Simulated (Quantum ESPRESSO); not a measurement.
Ti4Zr2IrMg, one run as intended and one with a planted mistake

A calculation, not a measurement. The program is pw.x of Quantum ESPRESSO 7.5 (plane-wave density functional theory). The cell is made up: eight metal atoms on a face-centred cubic lattice, with elements, volume, strain and displacements drawn at random and not relaxed, so it may be unstable or far from any real phase. PseudoDojo standard norm-conserving files set the functional (PBE unless stated); there is no spin polarisation or spin-orbit coupling, the Fermi-Dirac width of 0.25 eV means electrons at about 2900 K, and the masses in the input are unused placeholders. Heavy elements are run without spin-orbit coupling, which real alloys of them have. A spin test at this wide smearing found no moment, but such smearing suppresses magnetism that the real alloy may have.

Intended input:

```
&control calculation='scf', pseudo_dir='./dojo.nc.sr.pbe.v0_5.standard.upf', outdir='./o', disk_io='minimal', tprnfor=.true., tstress=.true. /
&system ibrav=0, nat=8, ntyp=4, nbnd=67, ecutwfc=84.00895049, nosym=.true., tot_charge=0,
 occupations='smearing', smearing='fd', degauss=0.0183746611
/
&electrons conv_thr=1.470e-08, electron_maxstep=70, mixing_beta=0.5 /
ATOMIC_SPECIES
Ir 1.0 Ir.upf
Mg 1.0 Mg.upf
Ti 1.0 Ti.upf
Zr 1.0 Zr.upf
CELL_PARAMETERS angstrom
-0.043 4.1231 0.0117
-4.2143 0.0313 -4.1412
-4.2524 0.0548 4.1793
ATOMIC_POSITIONS angstrom
Ti -0.1258 0.1407 0.1435
Zr -2.0106 0.0571 2.1658
Ti -2.0829 0.0511 -1.8973
Ir -4.177 0.0819 0.0892
Mg -2.1717 2.1667 0.022
Ti -4.2466 2.1754 1.9725
Ti -4.3742 2.07 -2.0868
Zr -6.3284 2.2166 -0.0533
K_POINTS automatic
6 4 4 1 1 1
```

The log is shortened where brackets say so; the opening notice, blank lines, dates and the lines on written files are dropped, and the path of the files is cut. It prints rydbergs, bohrs and kilobars, and counts compression as positive stress. Its total energy is the free energy E - TS of the whole cell.

Log of the intended run:

```
     Program PWSCF v.7.5
     Parallel version (MPI & OpenMP), running on       4 processor cores
     Number of MPI processes:                 4
     Threads/MPI process:                     1
     [start-up lines left out]
     bravais-lattice index     =            0
     lattice parameter (alat)  =       7.7920  a.u.
     unit-cell volume          =     979.9314 (a.u.)^3
     number of atoms/cell      =            8
     number of atomic types    =            4
     number of electrons       =        99.00
     number of Kohn-Sham states=           67
     kinetic-energy cutoff     =      84.0090  Ry
     charge density cutoff     =     336.0358  Ry
     scf convergence threshold =      1.5E-08
     mixing beta               =       0.5000
     number of iterations used =            8  plain     mixing
     Exchange-correlation= PBE
                           (   1   4   3   4   0   0   0)
     [axes and pseudopotential details left out]
   Cartesian axes
     site n.     atom                  positions (alat units)
         1        Ti     tau(   1) = (  -0.0305092   0.0341228   0.0348019  )
         2        Zr     tau(   2) = (  -0.4876143   0.0138480   0.5252537  )
         3        Ti     tau(   3) = (  -0.5051486   0.0123929  -0.4601366  )
         4        Ir     tau(   4) = (  -1.0130135   0.0198625   0.0216329  )
         5        Mg     tau(   5) = (  -0.5266846   0.5254720   0.0053355  )
         6        Ti     tau(   6) = (  -1.0298930   0.5275819   0.4783742  )
         7        Ti     tau(   7) = (  -1.0608388   0.5020201  -0.5060945  )
         8        Zr     tau(   8) = (  -1.5347749   0.5375738  -0.0129264  )
     number of k points=    48  Fermi-Dirac smearing, width (Ry)=  0.0184
                       cart. coord. in units 2pi/alat
        k(    1) = (  -0.1209206   0.0820793  -0.0007855), wk =   0.0416667
        k(    2) = (  -0.2421337   0.0804652   0.1225550), wk =   0.0416667
     [further k points left out]
     Dense  grid:   101979 G-vectors     FFT dimensions: (  45,  72,  72)
     Estimated max dynamical RAM per process >     333.09 MB
     Estimated total dynamical RAM >       1.23 GB
     Initial potential from superposition of free atoms
     starting charge      98.9880, renormalised to      99.0000
     Starting wfcs are   75 randomized atomic wfcs
     total cpu time spent up to now is        8.9 secs
     per-process dynamical memory:   248.3 Mb
     Self-consistent Calculation
     iteration #  1     ecut=    84.01 Ry     beta= 0.50
     Davidson diagonalization with overlap
     ethr =  1.00E-02,  avg # of iterations =  2.8
     Threshold (ethr) on eigenvalues was too large:
     Diagonalizing with lowered threshold
     Davidson diagonalization with overlap
     ethr =  9.18E-04,  avg # of iterations =  3.8
     total cpu time spent up to now is       45.9 secs
     total energy              =   -1025.97733410 Ry
     estimated scf accuracy    <       0.91883692 Ry
     iteration #  2     ecut=    84.01 Ry     beta= 0.50
     Davidson diagonalization with overlap
     ethr =  9.28E-04,  avg # of iterations =  6.2
     total cpu time spent up to now is       73.2 secs
     total energy              =   -1024.26799349 Ry
     estimated scf accuracy    <      40.46312246 Ry
     [iterations 3 to 16 left out]
     iteration # 17     ecut=    84.01 Ry     beta= 0.50
     Davidson diagonalization with overlap
     ethr =  1.55E-10,  avg # of iterations =  1.6
     total cpu time spent up to now is      355.0 secs
     total energy              =   -1026.49612098 Ry
     estimated scf accuracy    <       0.00000002 Ry
     iteration # 18     ecut=    84.01 Ry     beta= 0.50
     Davidson diagonalization with overlap
     ethr =  1.70E-11,  avg # of iterations =  4.6
     total cpu time spent up to now is      375.2 secs
     End of self-consistent calculation
     [lines on levels left out]
!    total energy              =   -1026.49612097 Ry
     estimated scf accuracy    <       0.00000001 Ry
     smearing contrib. (-TS)   =      -0.16430649 Ry
     internal energy E=F+TS    =   -1026.33181448 Ry
     The total energy is F=E-TS. E is the sum of the following terms:
     one-electron contribution =    -350.99766472 Ry
     hartree contribution      =     209.52516048 Ry
     xc contribution           =    -169.71443637 Ry
     ewald contribution        =    -715.14487387 Ry
     convergence has been achieved in  18 iterations
     Forces acting on atoms (cartesian axes, Ry/au):
     atom    1 type  3   force =     0.03471715   -0.01732348   -0.03523585
     atom    2 type  4   force =    -0.03857887    0.00783716   -0.02364584
     atom    3 type  3   force =    -0.02895446    0.01169049   -0.03404799
     atom    4 type  1   force =     0.01756583    0.00334126    0.00672860
     atom    5 type  2   force =    -0.01564141   -0.01064130   -0.01556544
     atom    6 type  3   force =    -0.02220317   -0.00690375    0.00572949
     atom    7 type  3   force =     0.07648213    0.02026944    0.01531892
     atom    8 type  4   force =    -0.02338720   -0.00826982    0.08071811
     Total force =     0.148844     Total SCF correction =     0.000266
     Computing stress (Cartesian axis) and pressure
          total   stress  (Ry/bohr**3)                   (kbar)     P=       38.13
   0.00018883   0.00006992   0.00001267           27.78       10.29        1.86
   0.00006992   0.00030728   0.00000467           10.29       45.20        0.69
   0.00001267   0.00000467   0.00028151            1.86        0.69       41.41
     init_run     :      8.42s CPU      8.73s WALL (       1 calls)
     electrons    :    363.66s CPU    366.41s WALL (       1 calls)
     forces       :      2.42s CPU      2.43s WALL (       1 calls)
     stress       :      8.85s CPU      8.85s WALL (       1 calls)
     [timing details left out]
     PWSCF        :   6m23.56s CPU   6m26.66s WALL
     JOB DONE.
```

A second run has one planted mistake: one coordinate of one atom is wrong. The input lines that differ:

```
- Mg -2.1717 2.1667 0.022
+ Mg -2.3417 2.1667 0.022
```

Its log:

```
     Program PWSCF v.7.5
     Parallel version (MPI & OpenMP), running on       4 processor cores
     Number of MPI processes:                 4
     Threads/MPI process:                     1
     [start-up lines left out]
     bravais-lattice index     =            0
     lattice parameter (alat)  =       7.7920  a.u.
     unit-cell volume          =     979.9314 (a.u.)^3
     number of atoms/cell      =            8
     number of atomic types    =            4
     number of electrons       =        99.00
     number of Kohn-Sham states=           67
     kinetic-energy cutoff     =      84.0090  Ry
     charge density cutoff     =     336.0358  Ry
     scf convergence threshold =      1.5E-08
     mixing beta               =       0.5000
     number of iterations used =            8  plain     mixing
     Exchange-correlation= PBE
                           (   1   4   3   4   0   0   0)
     [axes and pseudopotential details left out]
   Cartesian axes
     site n.     atom                  positions (alat units)
         1        Ti     tau(   1) = (  -0.0305092   0.0341228   0.0348019  )
         2        Zr     tau(   2) = (  -0.4876143   0.0138480   0.5252537  )
         3        Ti     tau(   3) = (  -0.5051486   0.0123929  -0.4601366  )
         4        Ir     tau(   4) = (  -1.0130135   0.0198625   0.0216329  )
         5        Mg     tau(   5) = (  -0.5679133   0.5254720   0.0053355  )
         6        Ti     tau(   6) = (  -1.0298930   0.5275819   0.4783742  )
         7        Ti     tau(   7) = (  -1.0608388   0.5020201  -0.5060945  )
         8        Zr     tau(   8) = (  -1.5347749   0.5375738  -0.0129264  )
     number of k points=    48  Fermi-Dirac smearing, width (Ry)=  0.0184
                       cart. coord. in units 2pi/alat
        k(    1) = (  -0.1209206   0.0820793  -0.0007855), wk =   0.0416667
        k(    2) = (  -0.2421337   0.0804652   0.1225550), wk =   0.0416667
     [further k points left out]
     Dense  grid:   101979 G-vectors     FFT dimensions: (  45,  72,  72)
     Estimated max dynamical RAM per process >     333.09 MB
     Estimated total dynamical RAM >       1.23 GB
     Initial potential from superposition of free atoms
     starting charge      98.9880, renormalised to      99.0000
     Starting wfcs are   75 randomized atomic wfcs
     total cpu time spent up to now is        9.1 secs
     per-process dynamical memory:   256.2 Mb
     Self-consistent Calculation
     iteration #  1     ecut=    84.01 Ry     beta= 0.50
     Davidson diagonalization with overlap
     ethr =  1.00E-02,  avg # of iterations =  2.7
     Threshold (ethr) on eigenvalues was too large:
     Diagonalizing with lowered threshold
     Davidson diagonalization with overlap
     ethr =  9.20E-04,  avg # of iterations =  3.7
     total cpu time spent up to now is       47.0 secs
     total energy              =   -1025.96977902 Ry
     estimated scf accuracy    <       0.92357287 Ry
     iteration #  2     ecut=    84.01 Ry     beta= 0.50
     Davidson diagonalization with overlap
     ethr =  9.33E-04,  avg # of iterations =  6.0
     total cpu time spent up to now is       75.1 secs
     total energy              =   -1024.33665924 Ry
     estimated scf accuracy    <      38.85208375 Ry
     [iterations 3 to 17 left out]
     iteration # 18     ecut=    84.01 Ry     beta= 0.50
     Davidson diagonalization with overlap
     ethr =  4.07E-11,  avg # of iterations =  5.8
     total cpu time spent up to now is      386.0 secs
     total energy              =   -1026.49504609 Ry
     estimated scf accuracy    <       0.00000003 Ry
     iteration # 19     ecut=    84.01 Ry     beta= 0.50
     Davidson diagonalization with overlap
     ethr =  2.57E-11,  avg # of iterations =  1.8
     total cpu time spent up to now is      409.5 secs
     End of self-consistent calculation
     [lines on levels left out]
!    total energy              =   -1026.49504609 Ry
     estimated scf accuracy    <          3.8E-09 Ry
     smearing contrib. (-TS)   =      -0.16494602 Ry
     internal energy E=F+TS    =   -1026.33010007 Ry
     The total energy is F=E-TS. E is the sum of the following terms:
     one-electron contribution =    -354.08653826 Ry
     hartree contribution      =     211.06207203 Ry
     xc contribution           =    -169.72415732 Ry
     ewald contribution        =    -713.58147651 Ry
     convergence has been achieved in  19 iterations
     Forces acting on atoms (cartesian axes, Ry/au):
     atom    1 type  3   force =     0.02591925   -0.01651387   -0.03549697
     atom    2 type  4   force =    -0.03836375    0.00776630   -0.02408753
     atom    3 type  3   force =    -0.02877364    0.01155260   -0.03448405
     atom    4 type  1   force =     0.00937987    0.00384081    0.00737492
     atom    5 type  2   force =     0.02269233   -0.01137535   -0.01567723
     atom    6 type  3   force =    -0.03284370   -0.00697795    0.01974213
     atom    7 type  3   force =     0.06539123    0.02020815    0.00178720
     atom    8 type  4   force =    -0.02340158   -0.00850069    0.08084154
     Total force =     0.144480     Total SCF correction =     0.000166
     Computing stress (Cartesian axis) and pressure
          total   stress  (Ry/bohr**3)                   (kbar)     P=       39.80
   0.00020140   0.00007786  -0.00001876           29.63       11.45       -2.76
   0.00007786   0.00029632   0.00000628           11.45       43.59        0.92
  -0.00001876   0.00000628   0.00031394           -2.76        0.92       46.18
     init_run     :      8.35s CPU      8.65s WALL (       1 calls)
     electrons    :    395.90s CPU    400.46s WALL (       1 calls)
     forces       :      2.37s CPU      2.42s WALL (       1 calls)
     stress       :      8.60s CPU      8.61s WALL (       1 calls)
     [timing details left out]
     PWSCF        :   6m55.70s CPU   7m 0.64s WALL
     JOB DONE.
```

```
                                            intended run  run with the mistake
                          free energy (eV)    -13966.191            -13966.177
         entropy term -TS, part of it (eV)        -2.236                -2.244
                            pressure (GPa)          3.81                  3.98
size of the largest force component (eV/Å)         2.075                 2.079
largest change of a force component (eV/Å)                               0.986
                                iterations            18                    19
```

For scale, a rerun of the intended cell at a higher cutoff and on a denser mesh moved values by no more than 0.003 eV in energy, 0.04 GPa in stress and 0.004 eV/Å in force, and a second program with other atomic files agreed on that cell to 2 % rms in force and 0.5 GPa in pressure.